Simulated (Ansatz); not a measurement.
Input:

Starting cell, SrTiO3 (cubic perovskite):

```
SrTiO3
1.0
    3.93647     0.00000     0.00000
    0.00000     3.93647     0.00000
    0.00000     0.00000     3.93647
Sr Ti O
1 1 3
Cartesian
  0.00000   0.00000   0.00000
  1.96824   1.96824   1.96824
  0.00000   1.96824   1.96824
  1.96824   1.96824   0.00000
  1.96824   0.00000   1.96824
```

In this cell atom 1 (Sr, nearest neighbour O at 2.784 Å; its periodic images, 3.9 Å or more away, move with it) is moved by s along Cartesian [111], unit vector (0.577, 0.577, 0.577); all other atoms and the cell stay fixed.

These are PBE (plane waves to 420 eV, PAW, scalar-relativistic; Ansatz, a first-principles code) values and carry that method's errors. k mesh 7×7×7 (Γ-centred), Fermi-Dirac smearing 0.05 eV. E stands for the smeared free energy. Left out: 2 of 11 points, with atoms too close for the PAW data. SrTiO3 is run without spin polarisation. SrTiO3 was relaxed with its symmetry unable to fall. ΔE is measured from the undisplaced structure.

The scan covers s from -0.672 to 0.672 Å in 9 points.

**Question.** Is the energy the same for equal positive and negative displacements?

**Answer.** Even: the same for both signs. With its periodic images moving along, the atom's site symmetry in this cell is m-3m.

**Question.** What force acts on the atom along the line at s = -0.672 Å?

**Answer.** 5.54 eV/Å.

**Question.** What is the energy change at s = 0.672 Å?

**Answer.** 1300 meV/cell.

**Question.** What is the force constant k = d²E/ds² of this move at s = 0?

**Answer.** 3.25 eV/Å².

(For displaced atoms, the force is minus the slope of the energy, and its curvature is a force constant, which sets phonon frequencies.)
